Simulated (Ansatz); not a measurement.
MgAl₂C₂:
Space group P-3m1 (No. 164); a = b = 3.3726 Å, c = 5.7848 Å, α = β = 90.00°, γ = 120.00°

| atom | site | symmetry | x | y | z |
|---|---|---|---|---|---|
| Mg | 1a | -3m. | 0.0000 | 0.0000 | 0.0000 |
| Al | 2d | 3m. | 0.6667 | 0.3333 | 0.3505 |
| C | 2d | 3m. | 0.3333 | 0.6667 | 0.2703 |

Relaxed with r²SCAN. r²SCAN (plane waves, PAW; program Ansatz) gives a gap of 2.12 eV.

Task: What gap does HSE06 give on the same cell (Ansatz, PAW)?

Result: 2.49 eV, 0.37 eV more. The hybrid was solved on a coarser mesh and at special points; the gap given is the minimum over both.

```
k  v1 r²SCAN  c1 r²SCAN    v1 HSE06    c1 HSE06
-  ---------  ---------  ----------  ----------
Γ      -0.23       3.86  (withheld)  (withheld)
A      -0.45       4.99       -0.52        5.49
K      -2.70       2.93  (withheld)  (withheld)
H      -1.17       3.99  (withheld)  (withheld)
M      -1.09       2.44  (withheld)  (withheld)
L      -1.47       2.26       -1.60        2.65
```

Task: Top valence (v1) and lowest conduction level (c1) in eV from each method's valence maximum (which need not be a listed point): supply the withheld HSE06 values.

Result: 
- Γ, v1 HSE06: -0.24
- Γ, c1 HSE06: 4.34
- K, v1 HSE06: -2.86
- K, c1 HSE06: 3.24
- M, v1 HSE06: -1.20
- M, c1 HSE06: 2.79
- H, v1 HSE06: -1.22
- H, c1 HSE06: 4.43

Cost on shared cores: the r²SCAN run (SCF on a 9×9×5 mesh, then bands and DOS) roughly 50 core-seconds, the HSE06 run (SCF on 6×6×3, then a few points) about 2.5 core-minutes (a rough figure); the tasks are unlike.

The workflow started from a Materials Project entry (that database holds measured and hypothetical structures alike); the Crystallography Open Database copy checked does not list it. Its standing as an ambient phase is unchecked. The r²SCAN relaxation kept the symmetry of its start; its stability against distortions is not shown here.

Potentials: the later of the program's two PAW sets.
